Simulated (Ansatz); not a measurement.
AlN:
```
AlN
1.0
    2.61350     0.00000     0.00000
    0.00000     2.61350     0.00000
    0.00000     0.00000     2.61350
Al N
1 1
Direct
  0.00000   0.00000   0.00000
  0.50000   0.50000   0.50000
```

Relaxed with PBE. Special points in fractions of this cell's reciprocal vectors: Γ (0.000, 0.000, 0.000); X (0.000, 0.500, 0.000); M (0.500, 0.500, 0.000); R (0.500, 0.500, 0.500).

List the band energies nearest the Fermi level at these points for DFT-PBE in the program Ansatz with PAW potentials.

In eV from the Fermi level; about four levels below and three above (degenerate sets whole), none deeper than 8.9 eV; … stands for higher levels left out; points with the same levels are listed once.

| k | below | above |
|---|---|---|
| Γ | -1.52 -1.52 -1.52 | 0.76 … |
| X | -0.48 -0.48 | 4.56 7.32 … |
| M | -7.18 -7.18 -1.46 | 0.53 … |
| R | -4.86 -4.86 -4.86 | … |

Space group Pm-3m (CsCl type). The cell is a constructed one: a structure type filled with these elements; neither database checked (COD, Materials Project) lists it. It is not the phase usual at ambient conditions (space group No. 186, 216). The cell was relaxed with PBE under the symmetry of its start; whether a distortion lowers the energy is not shown.

Potentials: the later of the program's two PAW sets.
